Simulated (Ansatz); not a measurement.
NbRu (CsCl type, Pm-3m) under volume change, DFT-PBEsol in the program Ansatz with PAW potentials, scaled uniformly.

| V (Å³/atom) | E − E(relaxed) (meV/atom) | P (GPa) |
|---|---|---|
| 14.077 | 117.4 | 29.32 |
| 14.541 | 49.3 | 17.97 |
| 15.005 | 11.7 | 8.28 |
| 15.469 | 0.0 | 0.00 |
| 15.933 | 10.5 | -7.06 |
| 16.397 | 39.9 | -13.08 |
| 16.861 | 85.4 | -18.19 |

Question: What does a third-order Birch–Murnaghan fit give for V₀, B₀ and B′?

Answer: V₀ = 15.47 Å³/atom, B₀ = 254 GPa, B′ = 4.3.

The first step of the workflow began from a Materials Project structure, measured or hypothetical; the Crystallography Open Database files this formula in space group No. 221, but the cells were not matched. Its standing as an ambient phase is unchecked. The PBEsol relaxation kept the symmetry of its start. At this level the phase is mechanically unstable. No spin polarisation was allowed.

Potentials: the later of the program's two PAW sets.
